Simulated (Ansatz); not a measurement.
In2O3:
```cif
data_In2O3
_chemical_formula_sum 'In2 O3'
_space_group_name_H-M_alt 'P-3m1'
_space_group_IT_number 164
_space_group_name_Hall '-P 3 2"'
_cell_length_a 3.39669
_cell_length_b 3.39669
_cell_length_c 5.96477
_cell_angle_alpha 90.000
_cell_angle_beta 90.000
_cell_angle_gamma 120.000
loop_
_atom_site_label
_atom_site_type_symbol
_atom_site_symmetry_multiplicity
_atom_site_Wyckoff_symbol
_atom_site_fract_x
_atom_site_fract_y
_atom_site_fract_z
_atom_site_occupancy
In1 In 2 d 0.33333 0.66667 0.23792 1
O1 O 2 d 0.66667 0.33333 0.34771 1
O2 O 1 a 0.00000 0.00000 0.00000 1
```

Relaxed with LDA.

Decompose the optical modes at the zone centre into irreducible representations, and say which are infrared and Raman allowed.

Point group -3m: Γ_opt = 2A1g + 2A2u + 2Eg + 2Eu. Infrared: A2u, Eu. Raman: A1g, Eg.

Assign frequencies (DFPT, the program Ansatz at the LDA level (PAW); without the LO–TO term).

Eg 106, Eu 131, A2u 157, A1g 172, A2u 456, A1g 474, Eu 500, Eg 536 cm⁻¹.

The start of the workflow was typed in or built on a structure type; neither database checked (COD, Materials Project) lists it. It is not the phase usual at ambient conditions (space group No. 206). The cell was relaxed with LDA under the symmetry of its start; of distortions, only those at the zone centre were tested. The volume moved by -27 % from the start of the relaxation. A crystal of weakly bound layers computed without a dispersion correction: the cell and the soft elastic constants depend strongly on that.

Potentials: the earlier of the program's two PAW sets.
